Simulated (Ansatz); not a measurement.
In PBE in the plane-wave PAW code Ansatz, C in the trigonal phase (R-3c; C on 36f) relaxes to a = 11.061 Å, c = 4.216 Å. C has 3 nearest neighbours from 1.41 Å (trigonal pyramidal).

Electronic character: metallic (no gap).

The start of the workflow was typed in or built on a structure type; neither database checked (COD, Materials Project) lists it. It is not the phase usual at ambient conditions (space group No. 194, 227). The cell was relaxed with PBE under the symmetry of its start; whether a distortion lowers the energy is not shown. The volume moved by 194 % from the start of the relaxation.

Potentials: the earlier of the program's two PAW sets.
